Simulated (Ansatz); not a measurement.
Cs2LiYCl6 (space group Fm-3m)

```xyz
10
Lattice="0.0000 5.2470 5.2470 5.2470 0.0000 5.2470 5.2470 5.2470 0.0000" Properties=species:S:1:pos:R:3 pbc="T T T"
Cs     7.8705     7.8705     7.8705
Cs     2.6235     2.6235     2.6235
Li     5.2470     5.2470     5.2470
Y      0.0000     0.0000     0.0000
Cl     2.6343     5.2470     5.2470
Cl     7.8597     5.2470     5.2470
Cl     5.2470     2.6343     5.2470
Cl     5.2470     7.8597     5.2470
Cl     5.2470     5.2470     2.6343
Cl     5.2470     5.2470     7.8597
```

The volume is varied about the relaxed value V₀ at fixed cell shape. The atoms relax within the cell's symmetry.

Computed with r2SCAN (plane waves to 500 eV, PAW, scalar-relativistic; Ansatz, a program for electronic structure). k mesh 6×6×6 (Γ-centred), Fermi-Dirac smearing 0.05 eV. Energies are smeared free energies. Cs2LiYCl6 is run without spin polarisation. Cs2LiYCl6 was relaxed with its symmetry unable to fall. The zero of ΔE is the relaxed starting cell.

```csv
V (Å³/atom),ΔE (meV/atom)
27.158,8.5
27.504,5.3
27.851,2.9
28.198,1.2
28.545,0.3
28.891,0.0
29.238,0.3
29.585,1.2
29.931,2.5
30.278,4.4
30.625,6.7
```

Q: What is the fitted pressure derivative B₀′?

A: 5.7.

Q: What bulk modulus B₀ follows from a third-order Birch-Murnaghan fit?

A: 23.1 GPa.

(A scan under strain: stresses follow from slopes of the energy per volume, elastic moduli from its curvatures.)
